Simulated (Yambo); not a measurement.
Quantum ESPRESSO input (PBEsol, PseudoDojo standard norm-conserving files, scalar-relativistic) whose wavefunctions are converted with p2y:

```
&CONTROL
  calculation = 'nscf'
  pseudo_dir = './pseudo'
  outdir = './out'
/
&SYSTEM
  ibrav = 0
  nat = 10
  ntyp = 4
  ecutwfc = 70.0
  ecutrho = 280.0
  occupations = 'fixed'
  force_symmorphic = .true.
  nbnd = 372
/
&ELECTRONS
  conv_thr = 1e-08
  diago_full_acc = .true.
  diago_thr_init = 1e-08
/
ATOMIC_SPECIES
Cl 35.4500 Cl.upf
Br 79.9040 Br.upf
I 126.9045 I.upf
Cs 132.9055 Cs.upf
CELL_PARAMETERS angstrom
  0.000000000000   5.685920000000   5.685920000000
  5.685920000000   0.000000000000   5.685920000000
  5.685920000000   5.685920000000   0.000000000000
ATOMIC_POSITIONS crystal
Cl   0.228160000000   0.771840000000   0.771840000000
Cl   0.771840000000   0.228160000000   0.228160000000
Cl   0.771840000000   0.228160000000   0.771840000000
Cl   0.228160000000   0.771840000000   0.228160000000
Cl   0.771840000000   0.771840000000   0.228160000000
Cl   0.228160000000   0.228160000000   0.771840000000
Br   0.500000000000   0.500000000000   0.500000000000
I   0.000000000000   0.000000000000   0.000000000000
Cs   0.250000000000   0.250000000000   0.250000000000
Cs   0.750000000000   0.750000000000   0.750000000000
K_POINTS automatic
1 1 1 0 0 0
```

Yambo's initialisation report on symmetry, reciprocal space, the k grid and the gaps on this mesh:

```
  [02.02] Symmetries
  ==================

  Inversion symmetry    : yes
  Spatial inversion     : yes
  Inversion index       :  25
  K-space Time-reversal : no
  Magnetic symmetries   : no
  Group table correct   : yes
  Symmetries units      :  [cc]

  [02.03] Reciprocal space
  ========================

  nG shells         :  1095
  nG charge         :  196561
  nG WFs            :  24357
  nC WFs            :  24357
  G-vecs. in first 80 shells:  [ Number ]
     1    9   15   27   51   59   65   89  113
    137   169   181   229   259   283   307   331   339
    387   411   459   531   537   561   609   645   701
    725   749   821   869   893   941   965  1037  1067
   1139  1211  1243  1291  1363  1411  1459  1471  1591
   1639  1687  1759  1807  1837  1893  1917  1989  2085
   2109  2133  2229  2277  2397  2421  2445  2565  2637
   2685  2733  2741  2837  2891  2975  3071  3119  3143
    3215   3287   3383   3479   3527   3647   3695   3719
  ...
  Shell energy in first 80 shells:  [ mHa ]
     0.0000  128.2306  170.9742  341.9484  470.1790  512.9225  683.8967  812.1273  854.8709
    1025.85      1154.08      1367.79      1496.02      1538.77      1709.74      1837.97      1880.72      2051.69
    2179.92      2222.66      2393.64      2521.87      2735.59      2863.82      2906.56      3077.54      3205.77
    3248.51      3419.48      3547.71      3590.46      3761.43      3889.66      4103.38      4231.61      4274.35
    4445.33      4573.56      4616.30      4915.51      4958.25      5129.23      5257.46      5471.17      5599.40
    5642.15      5813.12      5941.35      5984.10      6155.07      6283.30      6326.04      6497.02      6625.25
    6838.97      6967.20      7009.94      7180.92      7309.15      7351.89      7522.86      7651.09      7693.84
    7864.81      7993.04      8206.76      8334.99      8377.73      8548.71      8676.94      8719.68      8890.66
    9018.89      9061.63      9232.61      9360.84      9574.55      9702.78      9745.53      9916.50
  ...

  [02.04] K-grid lattice
  ======================

  Compatible Grid is   : 0D
  K lattice UC volume  :  0.099979 [a.u.]

  IBZ K-points                                      :  1
  BZ  K-points                                      :  1

  K/Q-points units:
  rlu = crystal or reduced units; cc = cartesian coordinates; iku = interal k-units

  K [1]          [rlu]:  0.000000  0.000000  0.000000
         WF components:  24357

  [02.05] Energies & Occupations
  ==============================

  [X] === General ===
  [X] Electronic Temperature                        :  0.000000  0.000000 [eV K]
  [X] Bosonic    Temperature                        :  0.000000  0.000000 [eV K]
  [X] Finite Temperature mode                       : no
  [X] El. density                                   :  0.20128E+24 [cm-3]
  [X] Fermi Level                                   :  0.990144 [eV]

  [X] === Gaps and Widths ===
  [X] Conduction Band Min                           :  3.156834 [eV]
  [X] Valence Band Max                              :  0.000000 [eV]
  [X] Filled Bands                                  :   37
  [X] Empty Bands                                   :    38   372
  [X] Direct Gap                                    :  3.156834 [eV]
  [X] Direct Gap localized at k                     :  1
```
The gaps are PBEsol values on this mesh alone; only operations without fractional translations are kept.

Spin-orbit coupling is not included.

Geometry of the Materials Project entry, not relaxed at this level.
